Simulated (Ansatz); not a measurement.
Starting cell, GaSb (zinc blende):

```
CELL_PARAMETERS angstrom
      0.00000     6.21351     6.21351
      3.10675     0.00000     3.10675
      3.10675     3.10675     0.00000
ATOMIC_POSITIONS crystal
  Sb 0.37500 0.75000 0.75000
  Sb 0.87500 0.75000 0.75000
  Ga 0.00000 0.00000 0.00000
  Ga 0.50000 0.00000 0.00000
```

In each cell atom 1 (Sb, nearest neighbour Ga at 2.691 Å; its periodic images, 4.4 Å or more away, move with it) moves by s·(0.577, 0.577, 0.577) (towards the nearest neighbour), the rest being held.

All values below come from PBE (plane waves to 420 eV, PAW, scalar-relativistic; Ansatz, an electronic-structure program). k mesh 11×11×11 (Γ-centred), Fermi-Dirac smearing 0.05 eV. E stands for the smeared free energy. Stress and pressure are positive under compression. With partly filled bands, energies and forces of such displacements shift with the k mesh and the smearing. F∥ is the force on the atom along that direction. F⊥ is the part of the force across the line. At this level the bands of GaSb touch or barely overlap; measurements give the solid a gap. GaSb was relaxed with its symmetry unable to fall. Spin-orbit coupling is left out, though Sb is heavy. The zero of ΔE is the undisplaced structure.

| s (Å) | ΔE (eV/cell) | |F⊥| (eV/Å) | P (GPa) | F∥ (eV/Å) |
|---|---|---|---|---|
| -0.270 | 0.210 | 0.096 | 0.5 | 1.335 |
| -0.216 | 0.142 | 0.077 | 0.4 | 1.173 |
| -0.162 | 0.084 | 0.059 | 0.2 | 0.960 |
| -0.108 | 0.040 | 0.040 | 0.1 | 0.695 |
| -0.054 | 0.010 | 0.021 | 0.0 | 0.376 |
| 0.000 | 0.000 | 0.002 | 0.0 | 0.001 |
| 0.054 | 0.011 | 0.017 | 0.0 | -0.434 |
| 0.108 | 0.048 | 0.037 | 0.1 | -0.932 |
| 0.162 | 0.113 | 0.056 | 0.3 | -1.501 |
| 0.216 | 0.212 | 0.078 | 0.6 | -2.149 |
| 0.270 | 0.347 | 0.101 | 0.9 | -2.888 |

Key numbers:

- Energy at s = 0.270 Å = 347 meV/cell
- Force along the line at s = -0.270 Å = 1.34 eV/Å
- Symmetry of the curve = not even: the positive side lies higher at ±0.270 Å
- Shape of the curve = a single well with its minimum at or next to zero displacement
- Force constant k = d²E/ds² at s = 0 (finite differences) = 7.48 eV/Å²
- Harmonic estimate at the end of the scan = ½ks² = 273 meV/cell against the computed 347 meV/cell, so the well is stiffer than harmonic there

(A displaced cell: forces are minus the slopes of the energy, force constants its curvatures, and phonons follow from these.)
